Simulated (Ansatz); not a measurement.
K$_{2}$NaGaP$_{2}$:
Space group Ibam (No. 72); a = 6.5686 Å, b = 14.3814 Å, c = 6.3431 Å, α = β = γ = 90.00°

```tsv
atom	site	symmetry	x	y	z
K	8j	..m	0.2534	0.3257	0.0000
Na	4a	222	0.0000	0.0000	0.2500
Ga	4b	222	0.0000	0.5000	0.2500
P	8j	..m	0.3009	0.0927	0.0000
```
(The calculation used a cell of 12 atoms; values per cell refer to that cell.)

Relaxed with PBEsol.

Question: Tabulate the valence density and the electron localisation function along the shortest Na–Na contact (3.17 Å), the program Ansatz at the PBEsol level (PAW).

Answer: 

| distance from Na (Å) | density (e/Å³) | ELF |
|---|---|---|
| 0.32 | 12.49 | 0.45 |
| 0.48 | 5.70 | 0.60 |
| 0.63 | 1.54 | 0.59 |
| 0.79 | 0.36 | 0.35 |
| 0.95 | 0.14 | 0.07 |
| 1.11 | 0.07 | 0.02 |
| 1.27 | 0.05 | 0.03 |
| 1.43 | 0.05 | 0.07 |
| 1.59 | 0.04 | 0.09 |
| 1.74 | 0.05 | 0.07 |
| 1.90 | 0.05 | 0.03 |
| 2.06 | 0.07 | 0.02 |
| 2.22 | 0.14 | 0.07 |
| 2.38 | 0.36 | 0.35 |
| 2.54 | 1.54 | 0.59 |
| 2.70 | 5.70 | 0.60 |
| 2.85 | 12.49 | 0.45 |

The density is the valence pseudo-density with augmentation charge, so density and ELF within about 1 Å of a nucleus are not all-electron values.

The workflow started from a Materials Project entry (that database holds measured and hypothetical structures alike); the Crystallography Open Database files this formula in space group No. 72, but the cells were not matched. Its standing as an ambient phase is unchecked. The PBEsol relaxation kept the symmetry of its start; whether a distortion lowers the energy is not shown. Scalar-relativistic: spin–orbit coupling is off unless named, which matters more the heavier the elements.

Potentials: the later of the program's two PAW sets.
